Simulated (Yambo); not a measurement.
Yambo run on K2S (anti-fluorite, space group Fm-3m, No. 225). The wavefunctions are norm-conserving PBEsol (Quantum ESPRESSO, 74 Ry, scalar-relativistic) ones on a 4×4×4 mesh (12 occupied bands); a = b = c = 5.1862 Å, α = β = γ = 60.00°.

Yambo input:

```
rim_cut
gw0
dyson
el_el_corr
HF_and_locXC
ppa
em1d
RandQpts= 1000000
RandGvec= 1 Ry
EXXRLvcs= 74 Ry
VXCRLvcs= 296 Ry
Chimod= "HARTREE"
% BndsRnXp
 1 | 180 |
%
NGsBlkXp= 2 Ry
% LongDrXp
 1.0 | 1.0 | 1.0 |
%
PPAPntXp= 27.2114 eV
% GbndRnge
 1 | 180 |
%
GTermKind= "BG"
DysSolver= "n"
ExtendOut
% QPkrange
 1 | 1 | 12 | 13 |
 7 | 7 | 12 | 12 |
%
```

k points by index: 1 = Γ, 7 = X.

The o-*.qp file then holds:

```
#    K-point    Band    Eo [eV]    E [eV]    E-Eo [eV]    Vxc [eV]    Vnlxc [eV]    Sc|Eo [eV]    Sc|E [eV]    dSc/dw|Eo [eV]    Re(Z)    Im(Z)
#
    1    12    -0.228875    -1.387734    -1.158860    -11.57642    -14.98764    1.970629    2.252358    -6.614539    0.804450    -0.001579
    1    13    2.348632    2.593293    0.244661    -6.566364    -3.263156    -3.016242    -3.058547    -4.703042    0.852634    -0.001184
    7    12    0.000000    -1.176796    -1.176796    -12.00520    -15.49224    2.025045    2.310248    -6.594056    0.804938    -0.001558
```
(The two width columns are left out.) Convergence of these settings isn't established.

Geometry relaxed with PBEsol.
